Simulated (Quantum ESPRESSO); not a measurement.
# One change at a time to Cu3Mo3Ti2

These are calculations, not measurements. They come from Quantum ESPRESSO 7.5, a public plane-wave density functional program. Each row is one single-point run on a made-up periodic cell of eight metal atoms, with elements, volume, strain and displacements drawn at random and not relaxed, so a cell may be unstable or far from any real phase. There is no spin polarisation or spin-orbit coupling.

Settings: PBE unless stated; PseudoDojo standard norm-conserving files; Fermi-Dirac width 0.25 eV, which means electrons at about 2900 K; cutoff 1252 eV; 6 x 6 x 3 k mesh shifted half a step off Gamma. E is the free energy of the whole cell (internal energy minus TS), so a -TS column is already part of it. Stress is positive in tension, and the pressure P is minus a third of its trace.

Checks: one run of this series was repeated at a higher cutoff and on a denser mesh, which moved values by no more than 0.007 eV, 0.06 GPa and 0.020 eV/Å, and a second program with other atomic files agreed on it to 2 % rms in force and 0.5 GPa in pressure. Known limits: the copper pseudopotential is less sure than most, with forces differing by about three percent and pressure by about two GPa from a second method on plain copper; a spin test at this wide smearing found no moment, but such smearing suppresses magnetism that the real alloy may have.

The lattice is face-centred cubic, and the cell vectors in Å are (-0.002, -0.008, -3.728); (3.822, -0.053, 0.002); (0.107, -7.660, -0.015), a volume of 109.11 Å³ in run 1. The elements on sites 1 to 8 are Mo Cu Ti Mo Cu Ti Mo Cu. Each later run makes one change to run 1 and keeps the rest. E is counted from run 1, and is n/a where other atomic files have another zero of energy.

```
run,change,V (Å³),P (GPa),-TS (eV),rms force (eV/Å),largest change of a force component (eV/Å),E (eV)
1,none,109.11,19.32,-1.486,1.188,0.000,0.000
2,sites 3 and 5 exchanged,109.11,19.87,-1.511,1.154,1.537,0.086
3,all lengths scaled by -1.57 %,104.05,31.96,-1.411,1.400,0.520,0.803
4,LDA in place of PBE,109.11,5.92,-1.490,1.117,0.202,n/a
5,In on site 1,109.11,26.09,-1.264,1.267,1.295,n/a
6,site 8 moved by -0.14 Å along y,109.11,19.90,-1.488,1.176,1.097,?
```

## Worked estimate

Along the move dE = -F dx. The force on site 8 along y is 0.064 eV/Å in run 1 and 1.161 eV/Å in run 6, and the move is -0.14 Å, so the mean force times the move gives an estimate.

## Withheld value

Question: what E should run 6 give?

The estimate is 0.086 eV. The calculation gave 0.085 eV.
